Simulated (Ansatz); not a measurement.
Be$_{5}$Pt:
```yaml
crystal:
  lattice:
    - [0.00000, 2.94149, 2.94149]
    - [2.94149, 0.00000, 2.94149]
    - [2.94149, 2.94149, 0.00000]
  atoms:
    - { symbol: Be, position: [0.75000, 0.75000, 0.75000] }
    - { symbol: Be, position: [0.87357, 0.37548, 0.37548] }
    - { symbol: Be, position: [0.37548, 0.37548, 0.37548] }
    - { symbol: Be, position: [0.37548, 0.37548, 0.87357] }
    - { symbol: Be, position: [0.37548, 0.87357, 0.37548] }
    - { symbol: Pt, position: [0.00000, 0.00000, 0.00000] }
```

This is the LDA-relaxed structure.

All from LDA in the plane-wave PAW code Ansatz, unless another level is named. Give the highest zone-centre frequency (without LO–TO term).

893 cm⁻¹.

Next, the bulk modulus (Birch–Murnaghan fit)?

185 GPa.

Predict the vibrational entropy at 300 K.

13.7 J/(K·mol of atoms).

Space group F-43m. The first step of the workflow began from a Materials Project structure, measured or hypothetical; the Crystallography Open Database copy checked does not list it. With Be and Pt taken as one species the cell has the higher symmetry Fd-3m, so it may be an ordered model of a mixed-site phase. Whether it is the stable phase at ambient conditions was not checked. The LDA relaxation kept the symmetry of its start; its stability against distortions is not shown here. The run is not spin-polarised. Spin–orbit coupling is left out wherever it is not named.

Potentials: the later of the program's two PAW sets.
